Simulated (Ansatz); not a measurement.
Relaxed CdTe (zinc blende):

```
CdTe
1.0
    0.00000     3.27881     3.27881
    3.27881     0.00000     3.27881
    3.27881     3.27881     0.00000
Te Cd
1 1
Direct
  0.75000   0.75000   0.75000
  0.00000   0.00000   0.00000
```

In each cell atom 1 (Te, nearest neighbour Cd at 2.840 Å; its periodic images, 4.6 Å or more away, move with it) moves by s·(0.000, 0.000, 1.000) (along Cartesian z), the rest being held.

Method: r2SCAN (plane waves to 500 eV, PAW, scalar-relativistic; Ansatz, an electronic-structure program). k mesh 7×7×7 (Γ-centred), Fermi-Dirac smearing 0.05 eV. Energies are smeared free energies. CdTe was relaxed with its symmetry unable to fall. Spin-orbit coupling is left out, though Te is heavy. The zero of ΔE is the undisplaced structure.

```csv
s (Å),ΔE (meV/cell)
-0.280,withheld
-0.224,101.1
-0.168,57.1
-0.112,25.5
-0.056,6.4
0.000,0.0
0.056,6.4
0.112,25.5
0.168,57.1
0.224,101.1
0.280,withheld
```

**Question.** Fit an even polynomial form (powers 2, 4) to the given rows and predict ΔE at s = -0.280.

**Answer.** Least squares on the 9 given rows: ΔE = (2036)·s² + (-420.9)·s⁴, in meV/cell with s in Å; root-mean-square residual 0.02 meV/cell. At -0.280 the fit gives 157.0 meV/cell; the calculation gives 157.0 meV/cell, the same to the digits shown. The quadratic term alone would give 159.6 meV/cell.

(For displaced atoms, the force is minus the slope of the energy, and its curvature is a force constant, which sets phonon frequencies.)
